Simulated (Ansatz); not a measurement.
## Cd$_{4}$AgAs$_{3}$ in Ansatz, relaxation

Input:

```yaml
crystal:
  lattice:
    - [4.233365, 0.0, 0.0]
    - [-2.116682, 3.666204, 0.0]
    - [-2.116682, 1.222068, 11.649822]
  atoms:
    - { symbol: Ag, position: [0.5, 0.5, 0.5] }
    - { symbol: Cd, position: [0.08647, 0.91353, 0.25941] }
    - { symbol: Cd, position: [0.91353, 0.08647, 0.74059] }
    - { symbol: Cd, position: [0.30242, 0.69758, 0.90726] }
    - { symbol: Cd, position: [0.69758, 0.30242, 0.09274] }
    - { symbol: As, position: [0.231, 0.769, 0.693] }
    - { symbol: As, position: [0.769, 0.231, 0.307] }
    - { symbol: As, position: [0.0, 0.0, 0.0] }
  symmetry: { tolerance: 0.0003 }
kpoints:
  mp_grid: { grid: [5, 5, 5], shift: [0, 0, 0] }
magnetization:
  spin_polarized: false
scf:
  occupations: { method: fermi_dirac, width: 0.1056 }
  lower_state_search: "off"
hamiltonian:
  pseudopotentials: { kind: paw }
  xc: pbe
basis:
  ecutwfc: 420
  fft_grid_basis: typed
relax:
  max_steps: 40
  f_tol: 0.03
output:
  forces: true
  stress: true
  eigenvalues: true
  bader: false
  populations: true
  elf: true
  write_potential: true
  volumetric_format: npy
  dos:
    e_range: [-12, 8]
    de: 0.05
    projected: { site_lists: { Ag: [Ag], As: [As], Cd: [Cd] } }
  write_density: true
checkpoint:
  read: saved_state
```

The command:

```bash
ansatz run input.yaml --threads 2 --pin off --max-ram 2560MiB --backend cpu --events-out ev --progress --plain --runs-dir out
```

Origin of the cell: a known structure type with other elements, at an estimated volume, so it need not be a known compound.

The saved state is a converged single point of the same cell.

Steps:

```json
{"step": "1", "ΔF (meV/atom)": "0.0", "max force component (eV/Å)": "2.560", "SCF iterations": "7", "step was": "accepted"}
{"step": "2", "ΔF (meV/atom)": "-96.8", "max force component (eV/Å)": "1.483", "SCF iterations": "5", "step was": "accepted"}
{"step": "3", "ΔF (meV/atom)": "-158.5", "max force component (eV/Å)": "0.859", "SCF iterations": "5", "step was": "accepted"}
{"step": "4", "ΔF (meV/atom)": "-190.9", "max force component (eV/Å)": "0.308", "SCF iterations": "5", "step was": "accepted"}
{"step": "5", "ΔF (meV/atom)": "-196.9", "max force component (eV/Å)": "0.069", "SCF iterations": "5", "step was": "accepted"}
{"step": "6", "ΔF (meV/atom)": "-197.1", "max force component (eV/Å)": "0.051", "SCF iterations": "5", "step was": "accepted"}
{"step": "7", "ΔF (meV/atom)": "-197.1", "max force component (eV/Å)": "0.004", "SCF iterations": "5", "step was": "accepted"}
```

Step 1, with forces in eV/Å:

```xyz
8
Lattice="4.233 0.000 0.000 -2.117 3.666 0.000 -2.117 1.222 11.650" Properties=species:S:1:pos:R:3:forces:R:3 pbc="T T T" step=1
Ag    0.000    2.444    5.825    0.000    0.000    0.000
Cd   -2.117    3.666    3.022    0.000    0.000    0.175
Cd    2.117    1.222    8.628    0.000    0.000   -0.175
Cd   -2.117    3.666   10.569    0.000    0.000    0.555
Cd    2.117    1.222    1.080    0.000    0.000   -0.555
As   -2.117    3.666    8.073    0.000    0.000   -2.560
As    2.117    1.222    3.576    0.000    0.000    2.560
As    0.000    0.000    0.000    0.000    0.000    0.000
```

Step 2, with forces in eV/Å:

```xyz
8
Lattice="4.233 0.000 0.000 -2.117 3.666 0.000 -2.117 1.222 11.650" Properties=species:S:1:pos:R:3:forces:R:3 pbc="T T T" step=2
Ag    0.000    2.444    5.825    0.000    0.000    0.000
Cd   -2.117    3.666    3.090    0.000    0.000    0.032
Cd    2.117    1.222    8.559    0.000    0.000   -0.032
Cd   -2.117    3.666   10.525    0.000    0.000   -0.195
Cd    2.117    1.222    1.125    0.000    0.000    0.195
As   -2.117    3.666    7.879    0.000    0.000   -1.483
As    2.117    1.222    3.771    0.000    0.000    1.483
As    0.000    0.000    0.000    0.000    0.000    0.000
```

Step 3, with forces in eV/Å:

```xyz
8
Lattice="4.233 0.000 0.000 -2.117 3.666 0.000 -2.117 1.222 11.650" Properties=species:S:1:pos:R:3:forces:R:3 pbc="T T T" step=3
Ag    0.000    2.444    5.825    0.000    0.000    0.000
Cd   -2.117    3.666    3.112    0.000    0.000    0.083
Cd    2.117    1.222    8.538    0.000    0.000   -0.083
Cd   -2.117    3.666   10.430    0.000    0.000   -0.168
Cd    2.117    1.222    1.220    0.000    0.000    0.168
As   -2.117    3.666    7.684    0.000    0.000   -0.859
As    2.117    1.222    3.966    0.000    0.000    0.859
As    0.000    0.000    0.000    0.000    0.000    0.000
```

Step 4, with forces in eV/Å:

```xyz
8
Lattice="4.233 0.000 0.000 -2.117 3.666 0.000 -2.117 1.222 11.650" Properties=species:S:1:pos:R:3:forces:R:3 pbc="T T T" step=4
Ag    0.000    2.444    5.825    0.000    0.000    0.000
Cd   -2.117    3.666    3.162    0.000    0.000    0.102
Cd    2.117    1.222    8.488    0.000    0.000   -0.102
Cd   -2.117    3.666   10.340    0.000    0.000   -0.067
Cd    2.117    1.222    1.310    0.000    0.000    0.067
As   -2.117    3.666    7.487    0.000    0.000   -0.308
As    2.117    1.222    4.163    0.000    0.000    0.308
As    0.000    0.000    0.000    0.000    0.000    0.000
```

Step 5, with forces in eV/Å:

```xyz
8
Lattice="4.233 0.000 0.000 -2.117 3.666 0.000 -2.117 1.222 11.650" Properties=species:S:1:pos:R:3:forces:R:3 pbc="T T T" step=5
Ag    0.000    2.444    5.825    0.000    0.000    0.000
Cd   -2.117    3.666    3.248    0.000    0.000   -0.047
Cd    2.117    1.222    8.402    0.000    0.000    0.047
Cd   -2.117    3.666   10.273    0.000    0.000    0.069
Cd    2.117    1.222    1.377    0.000    0.000   -0.069
As   -2.117    3.666    7.361    0.000    0.000   -0.029
As    2.117    1.222    4.289    0.000    0.000    0.029
As    0.000    0.000    0.000    0.000    0.000    0.000
```

Step 6, with forces in eV/Å:

```xyz
8
Lattice="4.233 0.000 0.000 -2.117 3.666 0.000 -2.117 1.222 11.650" Properties=species:S:1:pos:R:3:forces:R:3 pbc="T T T" step=6
Ag    0.000    2.444    5.825    0.000    0.000    0.000
Cd   -2.117    3.666    3.236    0.000    0.000   -0.025
Cd    2.117    1.222    8.414    0.000    0.000    0.025
Cd   -2.117    3.666   10.296    0.000    0.000   -0.051
Cd    2.117    1.222    1.354    0.000    0.000    0.051
As   -2.117    3.666    7.359    0.000    0.000    0.011
As    2.117    1.222    4.291    0.000    0.000   -0.011
As    0.000    0.000    0.000    0.000    0.000    0.000
```

Step 7, with forces in eV/Å:

```xyz
8
Lattice="4.233 0.000 0.000 -2.117 3.666 0.000 -2.117 1.222 11.650" Properties=species:S:1:pos:R:3:forces:R:3 pbc="T T T" step=7
Ag    0.000    2.444    5.825    0.000    0.000    0.000
Cd   -2.117    3.666    3.230    0.000    0.000   -0.004
Cd    2.117    1.222    8.420    0.000    0.000    0.004
Cd   -2.117    3.666   10.288    0.000    0.000   -0.002
Cd    2.117    1.222    1.362    0.000    0.000    0.002
As   -2.117    3.666    7.360    0.000    0.000   -0.003
As    2.117    1.222    4.289    0.000    0.000    0.003
As    0.000    0.000    0.000    0.000    0.000    0.000
```

```yaml
Free_energy_lowered_by: 197.1 meV/atom
Final_pressure: 3.16 GPa
Relaxation_steps_listed: 7
```

Caveats: the SCF threshold is looser than advised for a stress; the k mesh is coarse if the cell is a metal; the relaxation held the start's symmetry, so the end may be a saddle point.

The run took 67 s on 2 threads of Arm Neoverse V1, on a shared host, peak memory 0.65 GiB, from a saved density.
